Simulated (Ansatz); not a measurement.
Al:
```xyz
11
Lattice="2.8271 0.0000 0.0000 -1.4135 2.4483 0.0000 0.0000 0.0000 25.3275" Properties=species:S:1:pos:R:3 pbc="T T T"
Al     0.0000     1.6322    21.8498
Al     1.4135     0.8161    24.1625
Al     0.0000     1.6322     1.1650
Al     1.4135     0.8161     3.4777
Al     0.0000     0.0000     5.7703
Al     0.0000     1.6322     8.0684
Al     1.4135     0.8161    10.3658
Al     0.0000     0.0000    12.6638
Al     0.0000     1.6322    14.9618
Al     1.4135     0.8161    17.2591
Al     0.0000     0.0000    19.5572
```

Relaxed with r²SCAN.

Question: Tabulate the valence density and the electron localisation function along the shortest Al–Al contact (2.81 Å), plane-wave PAW r²SCAN (Ansatz code).

Answer: 

```csv
distance from Al (Å),density (e/Å³),ELF
0.28,0.06,0.05
0.42,0.08,0.03
0.56,0.12,0.10
0.70,0.17,0.28
0.84,0.20,0.49
0.99,0.22,0.60
1.13,0.22,0.64
1.27,0.22,0.63
1.41,0.22,0.63
1.55,0.22,0.64
1.69,0.22,0.64
1.83,0.22,0.60
1.97,0.20,0.49
2.11,0.17,0.29
2.25,0.12,0.10
2.39,0.08,0.03
2.53,0.06,0.05
```

The density is the valence pseudo-density with augmentation charge, so density and ELF within about 1 Å of a nucleus are not all-electron values.

Space group P-3m1. The start of the workflow was typed in or built on a structure type; neither database checked (COD, Materials Project) lists it. It is not the phase usual at ambient conditions (space group No. 225). The r²SCAN relaxation kept the symmetry of its start; whether a distortion lowers the energy is not shown.

Potentials: the earlier of the program's two PAW sets.
